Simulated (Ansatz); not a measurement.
**MnGa₄ (Im-3m): electronic heat capacity from the density of states**

These are results of Ansatz, DFT PBEsol, scalar-relativistic, plane waves, PAW, not measurements.

Plane waves to 420 eV, a k mesh through Γ of 10×10×10 on the computed 5-atom cell and Gaussian smearing (0.10 eV); collinear spin from starting moments 0.62 0 0 0 0 μB.

Relaxed cell: Im-3m, a = 5.510 Å, b = 5.510 Å, c = 5.510 Å, α = 90.00°, β = 90.00°, γ = 90.00°, 5 atoms in the primitive cell. Whether it is the stable form of this composition wasn't checked.

The density of states at the Fermi level is 2.052 states/eV in the cell of 5 atoms (1 formula unit; both spins, tetrahedra on a 15×15×15 mesh). The run ends with a moment of 0.53 μB a cell (largest on a site 0.56 μB), and the figure is for this state; a paramagnetic sample can have a quite different one. Another magnetic order, if the compound takes it, can change N(E_F) and the shape of the cell a good deal.

Problem. What Sommerfeld coefficient does this give?

Solution. Per formula unit N(E_F) = 2.052 states/eV. γ = (π²/3) k_B² N(E_F) N_A = 2.357 mJ/(mol K²) per state/eV, so γ = 4.8 mJ/(mol K²), a mole of formula units. This is the bare band result: a measured γ of the same phase and magnetic order is as a rule larger by a factor 1 + λ from phonons and spin fluctuations. N(E_F) at one energy is sensitive to the mesh where the density of states has sharp peaks.

Only parallel moments were tried here.

Only this magnetic start was tried.